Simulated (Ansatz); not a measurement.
Re:
Space group P6₃/mmc (No. 194); a = b = 2.7574 Å, c = 4.4539 Å, α = β = 90.00°, γ = 120.00°

```json
[
 {"atom": "Re", "site": "2d", "symmetry": "-6m2", "x": "0.6667", "y": "0.3333", "z": "0.2500"}
]
```

Relaxed with PBE+D3(BJ).

Which orbitals make up the states near the Fermi level in PBE+D3(BJ) in the plane-wave PAW code Ansatz?

Within 0.5 eV of the Fermi level: Re 5d 88 %, outside the projected shells 7 %. Projections are on Löwdin-orthogonalised atomic valence shells; empty p or d shells of many metals are not among them.

Tabulate the density of states.

States/eV per cell of 2 atoms, in 0.25 eV bins, energy from the Fermi level.

```
E (eV)  total  Re 5d  Re 6s  Re 5p
------  -----  -----  -----  -----
-7.85    0.21   0.01   0.18   0.01
-7.60    0.24   0.02   0.20   0.01
-7.35    0.27   0.03   0.22   0.01
-7.10    0.33   0.05   0.25   0.01
-6.85    0.40   0.09   0.29   0.01
-6.60    0.79   0.37   0.39   0.01
-6.35    1.45   0.90   0.50   0.02
-6.10    1.47   0.98   0.46   0.02
-5.85    1.67   1.23   0.41   0.02
-5.60    1.84   1.45   0.36   0.02
-5.35    1.93   1.59   0.30   0.02
-5.10    2.14   1.88   0.23   0.02
-4.85    1.63   1.44   0.16   0.02
-4.60    1.37   1.21   0.12   0.02
-4.35    1.80   1.60   0.16   0.03
-4.10    2.16   1.99   0.12   0.03
-3.85    1.59   1.50   0.06   0.02
-3.60    2.28   2.12   0.09   0.03
-3.35    2.53   2.33   0.12   0.03
-3.10    2.22   2.03   0.12   0.03
-2.85    1.16   1.04   0.07   0.01
-2.60    0.89   0.79   0.06   0.01
-2.35    2.32   2.15   0.10   0.02
-2.10    3.01   2.78   0.14   0.03
-1.85    2.61   2.39   0.13   0.02
-1.60    2.36   2.16   0.12   0.02
-1.35    2.50   2.27   0.14   0.02
-1.10    2.63   2.38   0.14   0.02
-0.85    3.01   2.69   0.16   0.02
-0.60    2.66   2.35   0.15   0.02
-0.35    2.10   1.86   0.11   0.01
-0.10    1.74   1.53   0.09   0.01
0.15     1.48   1.29   0.07   0.01
0.40     1.36   1.20   0.06   0.00
0.65     1.27   1.13   0.05   0.00
0.90     1.24   1.12   0.04   0.00
1.15     1.16   1.06   0.03   0.00
1.40     1.11   1.04   0.02   0.00
1.65     1.10   1.04   0.02   0.00
1.90     1.09   1.04   0.03   0.00
2.15     1.14   1.09   0.03   0.00
2.40     1.36   1.29   0.05   0.00
2.65     1.44   1.35   0.06   0.00
2.90     1.85   1.75   0.07   0.00
3.15     1.92   1.81   0.07   0.00
3.40     2.21   2.07   0.08   0.00
3.65     2.62   2.47   0.09   0.00
3.90     2.90   2.73   0.11   0.00
4.15     2.44   2.27   0.11   0.00
4.40     1.73   1.55   0.11   0.00
4.65     0.70   0.52   0.12   0.00
```

Space group P6_3/mmc (hcp (Mg type)). Symmetry was held in the PBE+D3(BJ) relaxation. No spin polarisation was allowed. The pairwise dispersion correction was not fitted to metals. Axis ratios of metals converge slowly with the k-mesh, so a and c are less sure than the volume. Scalar-relativistic: spin–orbit coupling is off unless named, which matters more the heavier the elements.

Potentials: the later of the program's two PAW sets.
